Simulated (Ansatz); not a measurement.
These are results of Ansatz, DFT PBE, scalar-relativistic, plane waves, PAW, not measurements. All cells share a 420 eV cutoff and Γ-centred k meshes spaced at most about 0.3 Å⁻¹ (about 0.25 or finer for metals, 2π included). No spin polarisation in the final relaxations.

All energies are static (0 K, no zero-point motion).

Two relaxed structures of TiB2N3:

1.

```xyz
6
Lattice="2.4435 1.4108 3.3389 -2.4435 1.4108 3.3389 0.0000 -2.8215 3.3389" Properties=species:S:1:pos:R:3 pbc="T T T"
Ti    0.0000    0.0000    0.0000
B     0.0000    0.0000    7.9801
B     0.0000    0.0000    2.0367
N     1.2217    0.7054    1.6695
N    -1.2217    0.7054    1.6695
N     0.0000   -1.4108    1.6695
```

2.

```xyz
6
Lattice="3.2608 0.0000 0.0000 0.0000 3.2608 0.0000 0.0000 0.0000 4.7541" Properties=species:S:1:pos:R:3 pbc="T T T"
Ti    0.0000    0.0000    0.4926
B     0.0000    0.0000    3.0431
B     1.6304    1.6304    1.5621
N     1.6304    0.0000    3.6147
N     0.0000    1.6304    3.6147
N     1.6304    1.6304    3.0815
```

Question: Which would you expect to be lower, and how large is the difference?

Answer: Cell 1 is lower, by 1.38 eV/atom. Cell 1 has space group R-3m (No. 166), 11.5 Å³/atom and no gap on its mesh; cell 2 has space group P4mm (No. 99), 8.4 Å³/atom and no gap. Counting B or N atoms around Ti (for each partner element, those within 1.25 times its shortest distance or 1.15 times the sum of covalent radii, where it is the nearest in units of that sum or under 1.3; a plus sign parts groups by distance over the sum of covalent radii), cell 1 has Ti 2+6 and cell 2 has Ti 10. The lower one is the more open, so pressure narrows the difference. In cell 1, Ti has 2 B at 2.04 Å and 6 N at 2.19 Å; B is surrounded by 3 N at 1.46 Å and 1 Ti at 2.04 Å; N is surrounded by 2 B at 1.46 Å and 2 Ti at 2.19 Å. In cell 2, Ti has 1 B at 2.20 Å, 4 N at 2.31 Å and 5 B at 2.54–2.55 Å; around B on its first site lie 4 N at 1.73 Å, 1 Ti at 2.20 Å, 4 N at 2.31 Å and 1 Ti at 2.55 Å; N on a site of symmetry 2mm is surrounded by 2 N at 1.72 Å, 2 B at 1.73 Å, 4 N at 2.31 Å and 2 Ti at 2.31 Å; 2 more sites not described. Both come from invented guesses.

Cells relaxed within their symmetry can be saddle points.
